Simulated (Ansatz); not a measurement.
A geometry of As away from equilibrium: the start of the relaxation of a relaxed As cell displaced along its unstable phonon at q = (½, ½, ½) of its primitive reciprocal cell (195i cm⁻¹), largest move 0.15 Å. All values below come from PBEsol (plane waves to 420 eV, PAW, scalar-relativistic; Ansatz, a quantum-chemistry and plane-wave program). Γ-centred k-mesh 12×12×12 on the run's cell (coarser than for final values), Fermi–Dirac smearing 0.05 eV.

```xyz
2
Lattice="5.3794 0.0000 0.0000 2.6897 2.6897 0.0000 2.6897 0.0000 2.6897" Properties=species:S:1:pos:R:3:forces:R:3 pbc="T T T" free_energy=-9625.963 pressure_GPa=3.9
As     6.7243     1.3449     1.1949    0.0000    0.0000    0.3983
As     4.0346     1.3449     1.4949    0.0000    0.0000   -0.3983
```

Positions in Å, forces in eV/Å, free energy of the cell in eV (comparable only within this code, potentials and settings). Largest force: 0.40 eV/Å, on As1, As2 (atoms numbered as listed); the geometry lies 0.01 eV/atom above the end of its relaxation.

No spin polarisation in the result.

The run could not lose the symmetry of its start, so the end can be a saddle point.

The end of the path is a generated cell of As: the first start was made by placing the elements on the sites of a structure type, and the end was not matched to a known phase here, so it may be hypothetical. Known forms of As include space group No. 166.
